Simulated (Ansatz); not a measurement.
SiMo (rock salt, Fm-3m) at seven volumes, PBE (plane waves, PAW; program Ansatz), scaled uniformly. One row is withheld.

```tsv
V (Å³/atom)	P (GPa)
14.252	19.82
14.722	?
15.192	5.61
15.662	-0.01
16.132	-4.82
16.601	-8.93
17.071	-12.44
```

Fit the shown pressures and predict the withheld one.

P = (3/2)B₀(x^(7/2) − x^(5/2))[1 + (3/4)(B′ − 4)(x − 1)] with x = (V₀/V)^(2/3). Least squares on the six rows gives V₀ = 15.661 Å³/atom, B₀ = 173 GPa, B′ = 4.16. At V = 14.722, x = 1.0421 and P = 12.17 GPa. The run itself gave 12.17 GPa.

The cell is a constructed one: a structure type filled with these elements; neither database checked (COD, Materials Project) lists it. Whether it is the stable phase at ambient conditions was not checked. The cell was relaxed with PBE under the symmetry of its start; its stability against distortions is not shown here. The run is not spin-polarised.

Potentials: the later of the program's two PAW sets.
